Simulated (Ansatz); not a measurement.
Input file for Ansatz (an electronic-structure program):

Ansatz 0.2 input:
```yaml
crystal:
  lattice:
    - [-3.0816060301, 3.0816060301, 3.0816060301]
    - [3.0816060301, -3.0816060301, 3.0816060301]
    - [3.0816060301, 3.0816060301, -3.0816060301]
  atoms:
    - { symbol: Cs, position: [0.0, 0.0, 0.0] }
kpoints:
  mp_grid: { grid: [20, 20, 20] }
hamiltonian:
  xc: pbe
  pseudopotentials: { kind: paw }
scf:
  occupations: { method: fermi_dirac, width: 0.1 }
elastic: { mode: relaxed_ion, stencil: two_point, amplitude: 0.005, f_tol: 0.0005 }
```

Output (shortened):

```
Pseudopotential: Cs, paw, valence charge 9
Functional definition: PBE
Crystal: 1 atoms, lattice volume = 117.055 Å³
Basis set: ecut = 420 eV, 2315 PW (Γ), exchange–correlation on 72×72×72 points (8 copies of the dense FFT grid, shifted against one another)
Bands: 9, of which v1, the nominal top of the filled ones, is band 5 counted from 1 (4 counted from 0)
Symmetry: 48 space group operations
Space group: Im-3m (ITA 229), of the structure as read, at distance tolerance 4.9e-5 Å
k-points: 256 of 8000
SCF iter   1: F=—  HF=-5670.784434 eV  |F-HF|=—  |Δ(HF+E_count)|=         —  Δρ=2.63e-4  dr2=5.82e-5  ethr=1.77e-3  ⟨swp⟩=6.0  Hψ=19135  notcnv=0
preconditioner: auto → Kerker (q_TF=auto, 1.779 Å⁻¹)
SCF iter   2: F=—  HF=-5670.784736 eV  |F-HF|=—  |Δ(HF+E_count)|=   3.02e-4  Δρ=1.60e-4  dr2=4.12e-5  ethr=6.46e-7  ⟨swp⟩=3.0  Hψ=6148  notcnv=0
SCF iter   3: F=—  HF=-5670.784766 eV  |F-HF|=—  |Δ(HF+E_count)|=   2.96e-5  Δρ=4.15e-5  dr2=4.33e-6  ethr=4.58e-7  ⟨swp⟩=2.6  Hψ=3701  notcnv=0
SCF iter   4: F=—  HF=-5670.784766 eV  |F-HF|=—  |Δ(HF+E_count)|=   6.83e-8  Δρ=1.40e-5  dr2=7.90e-7  ethr=4.81e-8  ⟨swp⟩=1.0  Hψ=2304  notcnv=0
SCF iter   5: F=—  HF=-5670.784766 eV  |F-HF|=—  |Δ(HF+E_count)|=   1.37e-7  Δρ=6.98e-6  dr2=9.09e-8  ethr=8.77e-9  ⟨swp⟩=2.4  Hψ=3228  notcnv=0
SCF iter   6: F=—  HF=-5670.784766 eV  |F-HF|=—  |Δ(HF+E_count)|=   5.96e-8  Δρ=1.33e-6  dr2=7.74e-10  ethr=1.01e-9  ⟨swp⟩=2.0  Hψ=3450  notcnv=0
SCF iter   7: F=—  HF=-5670.784766 eV  |F-HF|=—  |Δ(HF+E_count)|=   1.41e-9  Δρ=1.06e-7  dr2=1.08e-11  ethr=8.60e-12  ⟨swp⟩=2.1  Hψ=3416  notcnv=0
SCF iter   8: F=—  HF=-5670.784766 eV  |F-HF|=—  |Δ(HF+E_count)|=  1.46e-11  Δρ=6.87e-8  dr2=5.57e-12  ethr=1.21e-13 (applied; sched 1.00e-12)  ⟨swp⟩=2.2  Hψ=3680  notcnv=0
SCF iter  10: F=-5670.784766 eV  HF=-5670.784766 eV  |F-HF|=9.09e-13  |Δ(HF+E_count)|=  4.55e-12  Δρ=1.85e-9  dr2=3.11e-15  ethr=1.00e-12  ⟨swp⟩=4.0  Hψ=6918  notcnv=0
SCF 1 converged in 10 iterations: F = -5670.784766 eV  dr2 = 3.11e-15
Crystal: 1 atoms, lattice volume = 116.470 Å³
Basis set: ecut = 420 eV, 2251 PW (Γ), exchange–correlation on 72×72×72 points (8 copies of the dense FFT grid, shifted against one another)
Symmetry: 16 space group operations
k-points: 641 of 8000
iter 1 solved again at ethr=4.26e-7 eV; its pass at ethr=3.10e-3 eV (dr2=3.84e-5 eV) is discarded
SCF iter   1: F=—  HF=-5670.784759 eV  |F-HF|=—  |Δ(HF+E_count)|=         —  Δρ=1.54e-5  dr2=5.68e-7  ethr=4.26e-7  ⟨swp⟩=3.5  Hψ=54708  notcnv=0
preconditioner: auto → Kerker (q_TF=auto, 1.781 Å⁻¹)
SCF iter   2: F=—  HF=-5670.784759 eV  |F-HF|=—  |Δ(HF+E_count)|=   4.55e-7  Δρ=9.35e-6  dr2=2.73e-7  ethr=6.31e-9  ⟨swp⟩=1.4  Hψ=6176  notcnv=0
SCF iter   3: F=—  HF=-5670.784759 eV  |F-HF|=—  |Δ(HF+E_count)|=   1.97e-7  Δρ=2.80e-6  dr2=2.23e-8  ethr=3.04e-9  ⟨swp⟩=2.7  Hψ=9065  notcnv=0
SCF iter   4: F=—  HF=-5670.784759 eV  |F-HF|=—  |Δ(HF+E_count)|=   1.68e-8  Δρ=6.68e-7  dr2=1.56e-9  ethr=2.47e-10  ⟨swp⟩=2.5  Hψ=8555  notcnv=0
SCF iter   5: F=—  HF=-5670.784759 eV  |F-HF|=—  |Δ(HF+E_count)|=  9.53e-10  Δρ=2.33e-7  dr2=1.90e-10  ethr=1.73e-11  ⟨swp⟩=1.9  Hψ=6816  notcnv=0
SCF iter   6: F=—  HF=-5670.784759 eV  |F-HF|=—  |Δ(HF+E_count)|=  1.22e-10  Δρ=8.62e-8  dr2=2.45e-11  ethr=2.12e-12  ⟨swp⟩=1.9  Hψ=7009  notcnv=0
SCF iter   7: F=—  HF=-5670.784759 eV  |F-HF|=—  |Δ(HF+E_count)|=  2.18e-11  Δρ=2.17e-8  dr2=1.10e-12  ethr=2.72e-13 (applied; sched 1.00e-12)  ⟨swp⟩=2.5  Hψ=8655  notcnv=0
SCF iter   8: F=-5670.784759 eV  HF=-5670.784759 eV  |F-HF|=9.09e-13  |Δ(HF+E_count)|=  1.82e-12  Δρ=5.45e-9  dr2=7.71e-14  ethr=1.00e-12  ⟨swp⟩=2.8  Hψ=21872  notcnv=0
SCF 2 converged in 8 iterations: F = -5670.784759 eV  dr2 = 7.71e-14
Crystal: 1 atoms, lattice volume = 117.641 Å³
iter 1 solved again at ethr=1.05e-11 eV; its pass at ethr=3.10e-3 eV (dr2=9.43e-10 eV) is discarded
SCF iter   1: F=—  HF=-5670.784734 eV  |F-HF|=—  |Δ(HF+E_count)|=         —  Δρ=1.85e-6  dr2=4.44e-10  ethr=1.05e-11  ⟨swp⟩=3.1  Hψ=54784  notcnv=0
preconditioner: auto → Kerker (q_TF=auto, 1.778 Å⁻¹)
SCF iter   2: F=—  HF=-5670.784734 eV  |F-HF|=—  |Δ(HF+E_count)|=   7.87e-8  Δρ=9.53e-7  dr2=1.69e-10  ethr=4.94e-12  ⟨swp⟩=2.6  Hψ=8630  notcnv=0
SCF iter   3: F=—  HF=-5670.784734 eV  |F-HF|=—  |Δ(HF+E_count)|=   2.87e-8  Δρ=9.61e-8  dr2=9.58e-12  ethr=1.88e-12  ⟨swp⟩=2.0  Hψ=8579  notcnv=0
SCF iter   4: F=—  HF=-5670.784734 eV  |F-HF|=—  |Δ(HF+E_count)|=  2.28e-10  Δρ=1.57e-8  dr2=6.46e-13  ethr=1.06e-13 (applied; sched 1.00e-12)  ⟨swp⟩=2.6  Hψ=9159  notcnv=0
SCF iter   5: F=—  HF=-5670.784734 eV  |F-HF|=—  |Δ(HF+E_count)|=    0.00e0  Δρ=5.68e-9  dr2=1.04e-13  ethr=1.00e-12  ⟨swp⟩=4.3  Hψ=17593  notcnv=0
SCF iter   6: F=-5670.784734 eV  HF=-5670.784734 eV  |F-HF|=1.82e-12  |Δ(HF+E_count)|=  9.09e-13  Δρ=1.71e-9  dr2=9.67e-15  ethr=1.00e-12  ⟨swp⟩=4.0  Hψ=16403  notcnv=0
SCF 3 converged in 6 iterations: F = -5670.784734 eV  dr2 = 9.67e-15
Crystal: 1 atoms, lattice volume = 117.055 Å³
Basis set: ecut = 420 eV, 2287 PW (Γ), exchange–correlation on 72×72×72 points (8 copies of the dense FFT grid, shifted against one another)
Symmetry: 8 space group operations
k-points: 1166 of 8000
iter 1 solved again at ethr=2.99e-7 eV; its pass at ethr=3.10e-3 eV (dr2=2.69e-5 eV) is discarded
SCF iter   1: F=—  HF=-5670.784752 eV  |F-HF|=—  |Δ(HF+E_count)|=         —  Δρ=7.13e-6  dr2=7.32e-8  ethr=2.99e-7  ⟨swp⟩=3.4  Hψ=98053  notcnv=0
preconditioner: auto → Kerker (q_TF=auto, 1.779 Å⁻¹)
SCF iter   2: F=—  HF=-5670.784753 eV  |F-HF|=—  |Δ(HF+E_count)|=   1.89e-7  Δρ=4.75e-6  dr2=4.91e-8  ethr=8.14e-10  ⟨swp⟩=2.0  Hψ=14498  notcnv=0
SCF iter   3: F=—  HF=-5670.784753 eV  |F-HF|=—  |Δ(HF+E_count)|=   1.40e-7  Δρ=1.67e-6  dr2=6.11e-9  ethr=5.46e-10  ⟨swp⟩=2.0  Hψ=15595  notcnv=0
SCF iter   4: F=—  HF=-5670.784753 eV  |F-HF|=—  |Δ(HF+E_count)|=   1.57e-8  Δρ=3.67e-7  dr2=3.24e-10  ethr=6.79e-11  ⟨swp⟩=2.0  Hψ=13148  notcnv=0
SCF iter   5: F=—  HF=-5670.784753 eV  |F-HF|=—  |Δ(HF+E_count)|=  2.08e-10  Δρ=9.65e-8  dr2=6.98e-12  ethr=3.60e-12  ⟨swp⟩=2.1  Hψ=15641  notcnv=0
SCF iter   6: F=—  HF=-5670.784753 eV  |F-HF|=—  |Δ(HF+E_count)|=  5.64e-11  Δρ=1.11e-8  dr2=1.87e-13  ethr=7.76e-14 (applied; sched 1.00e-12)  ⟨swp⟩=2.0  Hψ=15988  notcnv=0
SCF iter   7: F=-5670.784753 eV  HF=-5670.784753 eV  |F-HF|=9.09e-13  |Δ(HF+E_count)|=  3.64e-12  Δρ=2.76e-9  dr2=8.64e-15  ethr=1.00e-12  ⟨swp⟩=4.0  Hψ=31711  notcnv=0
SCF 4 converged in 7 iterations: F = -5670.784753 eV  dr2 = 8.64e-15
Crystal: 1 atoms, lattice volume = 117.055 Å³
iter 1 solved again at ethr=2.54e-12 eV; its pass at ethr=3.10e-3 eV (dr2=2.29e-10 eV) is discarded
SCF iter   1: F=—  HF=-5670.784753 eV  |F-HF|=—  |Δ(HF+E_count)|=         —  Δρ=6.37e-7  dr2=1.49e-10  ethr=2.54e-12  ⟨swp⟩=3.3  Hψ=99992  notcnv=0
preconditioner: auto → Kerker (q_TF=auto, 1.779 Å⁻¹)
SCF iter   2: F=—  HF=-5670.784753 eV  |F-HF|=—  |Δ(HF+E_count)|=   5.01e-8  Δρ=3.37e-7  dr2=7.47e-11  ethr=1.66e-12  ⟨swp⟩=1.6  Hψ=11247  notcnv=0
SCF iter   3: F=—  HF=-5670.784753 eV  |F-HF|=—  |Δ(HF+E_count)|=   2.84e-9  Δρ=8.27e-8  dr2=6.86e-12  ethr=8.30e-13 (applied; sched 1.00e-12)  ⟨swp⟩=2.3  Hψ=15703  notcnv=0
SCF iter   4: F=—  HF=-5670.784753 eV  |F-HF|=—  |Δ(HF+E_count)|=  1.56e-10  Δρ=1.80e-8  dr2=5.29e-13  ethr=7.62e-14 (applied; sched 1.00e-12)  ⟨swp⟩=2.6  Hψ=16468  notcnv=0
SCF iter   5: F=-5670.784753 eV  HF=-5670.784753 eV  |F-HF|=3.64e-12  |Δ(HF+E_count)|=  2.73e-12  Δρ=4.69e-9  dr2=7.61e-14  ethr=1.00e-12  ⟨swp⟩=4.2  Hψ=31927  notcnv=0
SCF 5 converged in 5 iterations: F = -5670.784753 eV  dr2 = 7.61e-14
SCF converged after 10 iterations
Free energy (F): -5670.784766 eV
Harris-Foulkes:  -5670.784766 eV  (|F-HF|=9.09e-13)
Internal energy: -5670.743904 eV  (E = F + TS)
E sigma→0 (E₀):  -5670.764335 eV
Entropy (-TS):   -0.040862 eV (-40.862 meV/atom)
Fermi energy:    2.147565 eV
--- Per-component energies (eV) ---
  E_band       = -92.880281
  E_kinetic    = 140.724029
  E_local      = -396.940836  (includes V_loc(G=0)·N_el)
  E_nonlocal   = 30.211835
  E_hartree    = 139.222386
  E_xc         = -172.847833
  E_vxc        = -124.503377  (∫ρ·V_xc dr)
  E_paw        = -5066.755918  (= ΣΔE_a)
  E_vpaw       = -20.816702  (= ΣTr[D̂ρ^β])
  E_aug_tail   = -0.000001  (compensation charges beyond the density's cutoff)
  E_ewald      = -344.357565
  E_smearing   = -0.040862  (= −TS)
  E_closure    = 0.000000  (closes the sum)
  Σ components = -5670.784766   (vs F -5670.784766, Δ=0.00e0)
  [band-id]    e_kinetic+e_local+e_nonlocal+2·e_hartree+e_vxc+e_vpaw+e_augmentation_tail = -92.880281   (vs E_band -92.880281, Δ=-2.95e-7)
--- Forces (eV/Å), atoms counted from 1 ---
  atom   1  Cs     0.00000000     0.00000000     0.00000000
  max |Σ_I F_I| component: 0.0 eV/Å
--- Stress (GPa, compression-positive) ---
       -0.003551       0.000000       0.000000
        0.000000      -0.003551       0.000000
        0.000000       0.000000      -0.003551
  P = ⅓ Tr σ = -0.0036 GPa (-0.036 kbar)
--- Band table (eV; the first three rows and the last of 256) ---
  k-point 0: bands = ["-21.7089", "-8.4568", "-8.4568", "-8.4568", "0.4944", "4.6353", "4.6353", "4.6353", "5.4803"]
  k-point 1: bands = ["-21.7088", "-8.4601", "-8.4579", "-8.4568", "0.5217", "4.6034", "4.6124", "4.6622", "5.4194"]
  k-point 2: bands = ["-21.7084", "-8.4696", "-8.4610", "-8.4568", "0.6029", "4.5170", "4.5256", "4.7425", "5.3100"]
  k-point 255: bands = ["-21.6979", "-8.5491", "-8.5491", "-8.5491", "2.8172", "2.8172", "5.1038", "5.1038", "5.1038"]
--- Elastic constants: 2 strain directions × 2 members + reference (group order 48) ---
  dense FFT box of the reference and of every strained cell: 36×36×36
  strains applied: 11, 23; error gains: componentwise 1.00 (the most a stress slope's error grows in a printed constant), spectral 1.73 (1 for all six strains …
  C = ∂σ_k/∂η_j (tension-positive GPa; Voigt order 11 22 33 23 13 12):
         2.143      1.811      1.811      0.000      0.000      0.000
         1.811      2.143      1.811      0.000      0.000      0.000
         1.811      1.811      2.143      0.000      0.000      0.000
         0.000      0.000      0.000      1.459      0.000      0.000
         0.000      0.000      0.000      0.000      1.459      0.000
         0.000      0.000      0.000      0.000      0.000      1.459
  reference stress σ⁰ (GPa):      0.004      0.004      0.004      0.000      0.000      0.000
  C* (energy form; C + prestress term) asymmetry max|C*_kj − C*_jk| = 2.220e-16 GPa — a small one proves nothing (zero by symmetry where the batch's group is …
  moduli (Voigt/Reuss/Hill, GPa): K = 1.92/1.92/1.92   G = 0.94/0.35/0.65   E = 1.75   ν = 0.348
  mechanically stable: yes (min eigenvalue of sym C = 0.33 GPa)
  where every solve meets its electron count the energy-path curvature estimates C_jj along a normal strain and C_jj − ¼(σ⁰_aa + σ⁰_bb) along a shear (ab), of …
  strain η (Voigt 11):  stress-route row diagonal C_11 = 2.14 GPa, energy-path curvature d²(F+E_count+ΔE)/dδ²/Ω₀ = 2.14 GPa
         δ    σ_11 (GPa)             F (eV)   n_scf  n_hpsi   n_pw
    -5.000e-3      -0.0074       -5670.7847593       8  135204   2316   relax 0 steps, max|allowed force component| 0.00e0 eV/Å
     5.000e-3       0.0141       -5670.7847337       6  127532   2338   relax 0 steps, max|allowed force component| 0.00e0 eV/Å
  strain η (Voigt 23):  stress-route row diagonal C_44 = 1.46 GPa, energy-path curvature d²(F+E_count+ΔE)/dδ²/Ω₀ = 1.46 GPa
         δ    σ_23 (GPa)             F (eV)   n_scf  n_hpsi   n_pw
    -5.000e-3      -0.0073       -5670.7847528       7  227178   2330   relax 0 steps, max|allowed force component| 0.00e0 eV/Å
     5.000e-3       0.0073       -5670.7847528       5  197863   2330   relax 0 steps, max|allowed force component| 0.00e0 eV/Å
```

Cost: roughly 5 core-minutes on shared cores.

The PBE relaxation kept the symmetry of its start. As this level gives no gap, shear constants depend on the k-mesh and smearing (Fermi–Dirac, 0.1 eV here). Spin–orbit coupling is left out wherever it is not named.

Potentials: the later of the program's two PAW sets.

Ansatz is a plane-wave DFT program.
